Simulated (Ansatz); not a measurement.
The start is a relaxed TiTe2 cell displaced along its unstable phonon at q = (½, ½, 0) of its primitive reciprocal cell (62i cm⁻¹), largest move 0.15 Å. Cell shape, volume and atoms are optimised at zero target pressure with PBE (plane waves to 420 eV, PAW, scalar-relativistic; Ansatz, an electronic-structure program). The first steps use a coarse 8×8×8 k-mesh.

The start:
```
TiTe2
1.0
    0.00000     6.88667     6.88667
    3.44333     3.44333     6.88667
    3.44333     3.44333     0.00000
Ti Te
2 4
Direct
  0.00000   0.00000   0.00000
  0.50000   0.00000   0.00000
  0.00000   0.27178   0.22822
  0.50000   0.22822   0.27178
  0.00000   0.77178   0.72822
  0.50000   0.72822   0.77178
```

**Question.** Which atoms feel the largest initial force, and how large is it?

**Answer.** 0.19 eV/Å, on Te3, Te4, Te5, Te6 (atoms numbered as listed).

**Question.** By how much does the energy per atom fall from start to end?

**Answer.** 0.02 eV/atom.

**Question.** Does it find its way back to the structure it was made from?

**Answer.** It does not go back: it reaches P4₂/nmc (No. 137), 0.04 eV/atom below the parent.

**Question.** How do the shortest distances between atoms change?

**Answer.** The closest pairs of elements (up to four, under 3.6 Å), start → end: Te–Ti 2.90 → 2.81 Å; Te–Te 3.44 → 3.49 Å.

**Question.** What band gap does the relaxed structure have at this level?

**Answer.** No gap on the sampled points, where the bands overlap only slightly; such a result is sensitive to mesh and level.

**Question.** Give the final cell and atomic positions.

**Answer.** 
Space group P4₂/nmc, origin choice 1 (No. 137); a = 4.846 Å, b = 4.846 Å, c = 7.039 Å, α = 90.00°, β = 90.00°, γ = 90.00°

```
atom  site  symmetry       x       y       z
----  ----  --------  ------  ------  ------
Ti      2a      -4m2  0.0000  0.0000  0.0000
Te      4d      2mm.  0.5000  0.0000  0.2026
```

Final values are on a 10×10×7 k-mesh of the relaxed cell. No spin polarisation in the result.

The run could not lose the symmetry of its start, so the end can be a saddle point.

The relaxed structure here is a generated cell of TiTe2: the first start was made by placing the elements on the sites of a structure type, and the end was not matched to a known phase here, so it may be hypothetical. Known forms of TiTe2 include space group No. 164.
